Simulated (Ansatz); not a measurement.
Bi2Te3 (Bi2Te3 type, space group R-3m)

Space group R-3m, hexagonal axes (No. 166); a = b = 4.3875 Å, c = 30.2896 Å, α = β = 90.00°, γ = 120.00°

```csv
atom,site,symmetry,x,y,z
Bi,6c,3m,0.0000,0.0000,0.4001
Te,3a,-3m,0.0000,0.0000,0.0000
Te,6c,3m,0.0000,0.0000,0.2094
```
(The calculation used a cell of 5 atoms; values per cell refer to that cell.)

Equation-of-state scan: isotropic scaling of the cell above, V₀ being its volume. The atoms relax within the cell's symmetry.

Computed with PBE-D3(BJ) (plane waves to 420 eV, PAW, scalar-relativistic; Ansatz, a program for electronic structure). k mesh 9×9×9 (Γ-centred), Fermi-Dirac smearing 0.05 eV. Energies are smeared free energies. Bi2Te3 was relaxed with its symmetry unable to fall. Spin-orbit coupling is left out, though Bi and Te are heavy. The PAW data are Ansatz's earlier set. The zero of ΔE is the relaxed starting cell.

Problem. What ΔE (kJ/mol of atoms) does the calculation give at V/V₀ = 0.840, 0.880, 0.920, 0.960, 1.040, 1.080, 1.120, 1.160?

Solution. 
```json
[
 {"V/V₀": "0.840", "ΔE (kJ/mol of atoms)": "15.11"},
 {"V/V₀": "0.880", "ΔE (kJ/mol of atoms)": "7.64"},
 {"V/V₀": "0.920", "ΔE (kJ/mol of atoms)": "3.06"},
 {"V/V₀": "0.960", "ΔE (kJ/mol of atoms)": "0.69"},
 {"V/V₀": "1.040", "ΔE (kJ/mol of atoms)": "0.55"},
 {"V/V₀": "1.080", "ΔE (kJ/mol of atoms)": "1.98"},
 {"V/V₀": "1.120", "ΔE (kJ/mol of atoms)": "4.00"},
 {"V/V₀": "1.160", "ΔE (kJ/mol of atoms)": "6.42"}
]
```

(A scan under strain: stresses follow from slopes of the energy per volume, elastic moduli from its curvatures.)
